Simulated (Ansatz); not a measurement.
SiO$_{2}$ (rutile, P4_2/mnm), r²SCAN (plane waves, PAW; program Ansatz). The conduction-band minimum lies at Γ, with 1 equivalent valley. Second derivatives d²E/dk² of the lowest band at one valley (eV·Å²), along Cartesian directions:

```json
[
 {"direction": "[100]", "d²E/dk²": "15.81"},
 {"direction": "[010]", "d²E/dk²": "15.81"},
 {"direction": "[001]", "d²E/dk²": "20.22"},
 {"direction": "[110]", "d²E/dk²": "15.81"},
 {"direction": "[101]", "d²E/dk²": "18.01"},
 {"direction": "[011]", "d²E/dk²": "18.01"}
]
```

Question: Find the principal effective masses, the density-of-states mass and the conductivity mass.

Answer: Off-diagonal terms follow from H_xy = H[110] − (H_xx + H_yy)/2, and m*/mₑ = 7.620 eV·Å² over each eigenvalue: 0.38, 0.48, 0.48. One valley's DOS mass (m₁m₂m₃)^(1/3) = 0.44, conductivity mass 3/(Σ 1/mᵢ) = 0.44 mₑ.

Question: What effective density of states Nc follows at 300 K for parabolic valleys?

Answer: Nc = 2.509e19 × 1 × (0.44)^(3/2) ≈ 7.3e18 cm⁻³.

This is a known high-pressure phase of the composition, computed here at zero pressure and temperature. The r²SCAN relaxation kept the symmetry of its start; its stability against distortions is not shown here.

Potentials: the later of the program's two PAW sets.

Edges and masses are those of Kohn–Sham bands, whose gap is no quasiparticle gap.
